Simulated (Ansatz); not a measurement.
## Calculated with Ansatz: Sr2OsSO6, single run

The input file (Ansatz 0.2.0, plane waves):

```yaml
crystal:
  lattice:
    - [0.0, 4.00242, 4.00242]
    - [4.00242, 0.0, 4.00242]
    - [4.00242, 4.00242, 0.0]
  atoms:
    - { symbol: S, position: [0.5, 0.5, 0.5] }
    - { symbol: Sr, position: [0.25, 0.25, 0.25] }
    - { symbol: Sr, position: [0.75, 0.75, 0.75] }
    - { symbol: Os, position: [0.0, 0.0, 0.0] }
    - { symbol: O, position: [0.767, 0.233, 0.233] }
    - { symbol: O, position: [0.233, 0.767, 0.233] }
    - { symbol: O, position: [0.233, 0.767, 0.767] }
    - { symbol: O, position: [0.767, 0.233, 0.767] }
    - { symbol: O, position: [0.233, 0.233, 0.767] }
    - { symbol: O, position: [0.767, 0.767, 0.233] }
  symmetry: { tolerance: 0.0003 }
kpoints:
  mp_grid: { grid: [4, 4, 4], shift: [0, 0, 0] }
magnetization:
  spin_polarized: false
scf:
  occupations: { method: fermi_dirac }
hamiltonian:
  pseudopotentials: { kind: paw }
  xc: pbe
basis:
  ecutwfc: "400 eV"
output:
  forces: true
  stress: true
  eigenvalues: true
  write_density: true
  write_potential: true
  elf: true
  volumetric_format: npy
```

Run with:

```bash
ansatz run input.yaml --threads 1 --pin off --max-ram 2560MiB --backend cpu --events-out ev --progress --plain --runs-dir out
```

Origin of the cell: a known structure type with other elements, at an estimated volume, so it need not be a known compound.

The smearing width isn't typed, so it takes its default of 0.1 eV.

Output (shortened):

```
Warning: basis.ecutwfc = 400 eV is below the records' recommended 420 eV, and the density's cutoff is lower with it unless basis.ecutrho_ratio is high enough to keep the records' density cuto […]
Pseudopotentials: kind: paw
Pseudopotential: S, paw, valence charge 6, recommended cutoff 420 eV (normal), S.paw.azcp
Pseudopotential: Sr, paw, valence charge 10, recommended cutoff 420 eV (normal), Sr.paw.azcp
Pseudopotential: Os, paw, valence charge 16, recommended cutoff 420 eV (normal), Os.paw.azcp
Pseudopotential: O, paw, valence charge 6, recommended cutoff 420 eV (normal), O.paw.azcp
Functional definition: PBE
  exchange = pbe_x(kappa = kappa, mu = beta*pi^2/3)
  correlation = pbe_c(beta = beta)
Crystal: 10 atoms, lattice volume = 128.232 Å³
Basis set: ecut = 400 eV, 2277 PW (Γ), exchange–correlation on 80×80×80 points (8 copies of the dense FFT grid, shifted against one another)
Bands: 49, of which v1, the nominal top of the filled ones, is band 39 counted from 1 (38 counted from 0)
[… 11 lines left out …]
Initial density: superposition of atomic densities (neutral atoms: chi_scale 0, normalization atom), corrected by the library's trained network
Functional: x = pbe(κ = 0.804, μ = 0.219515), c = pbe(β = 0.066725)
SCF iter   1: F=—  HF=-22777.523550 eV  Δρ=9.91e-3  dr2=2.61e-1  defer=7
SCF iter   2: F=—  HF=-22777.510387 eV  Δρ=4.80e-3  dr2=7.89e-2  defer=8
SCF iter   3: F=—  HF=-22777.502295 eV  Δρ=1.09e-3  dr2=3.57e-3  defer=8
SCF iter   4: F=—  HF=-22777.501751 eV  Δρ=4.22e-4  dr2=2.25e-4  defer=8
SCF iter   5: F=—  HF=-22777.501703 eV  Δρ=1.33e-4  dr2=3.84e-5  defer=8
SCF iter   6: F=—  HF=-22777.501700 eV  Δρ=4.30e-5  dr2=4.23e-6  defer=8
SCF iter   7: F=—  HF=-22777.501700 eV  Δρ=7.80e-6  dr2=1.25e-7  defer=8
SCF iter   8: F=-22777.501700 eV  HF=-22777.501700 eV  Δρ=1.94e-6  dr2=6.15e-9
SCF 1 converged in 8 iterations: F = -22777.501700 eV  dr2 = 6.15e-9
SCF converged after 8 iterations
Free energy (F): -22777.501700 eV
Harris-Foulkes:  -22777.501700 eV  (|F-HF|=3.63e-9)
Internal energy: -22777.303624 eV  (E = F + TS)
E sigma→0 (E₀):  -22777.402662 eV
Entropy (-TS):   -0.198076 eV (-19.808 meV/atom)
Fermi energy:    11.596923 eV
--- Per-component energies (eV) ---
  E_band       = -354.397531
  E_kinetic    = 2210.801802
  E_local      = -5081.473189  (includes V_loc(G=0)·N_el)
  E_nonlocal   = 722.804818
  E_hartree    = 1781.445188
  E_xc         = -1153.635010
  E_vxc        = -1261.320921  (∫ρ·V_xc dr)
  E_paw        = -15948.140203  (= ΣΔE_a)
  E_vpaw       = -508.117891  (= ΣTr[D̂ρ^β])
  E_aug_tail   = 0.014124  (compensation charges beyond the density's cutoff)
  E_ewald      = -5309.121154
  E_smearing   = -0.198076  (= −TS)
  Σ components = -22777.501700   (vs F -22777.501700, Δ=0.00e0)
--- Forces (eV/Å), atoms counted from 1 ---
  atom   1  S      0.000000    -0.000000    -0.000000
  atom   2  Sr    -0.000000     0.000000     0.000000
  atom   3  Sr    -0.000000     0.000000    -0.000000
  atom   4  Os     0.000000     0.000000     0.000000
  atom   5  O      2.568899    -0.000000     0.000000
  atom   6  O     -0.000000     2.568899    -0.000000
  atom   7  O     -2.568899     0.000000    -0.000000
  atom   8  O      0.000000    -2.568899    -0.000000
  atom   9  O      0.000000     0.000000     2.568899
  atom  10  O     -0.000000     0.000000    -2.568899
  max |Σ_I F_I| component: 8.88e-16 eV/Å
--- Stress (GPa, compression-positive) ---
       12.168689       0.000000       0.000000
        0.000000      12.168689       0.000000
        0.000000       0.000000      12.168689
  P = ⅓ Tr σ = 12.1687 GPa (121.687 kbar)
```

Caveats: no moments, though an odd count or open d shells may carry them; no spin-orbit coupling, though heavy elements are present; the cutoff lies below the datasets' advice; the k mesh is coarse if the cell is a metal.

Time: 2.7 s on 1 thread of Intel(R) Xeon(R) Platinum 8559C (Emerald Rapids), on a shared host, peak memory 0.46 GiB, from the program's own first density.
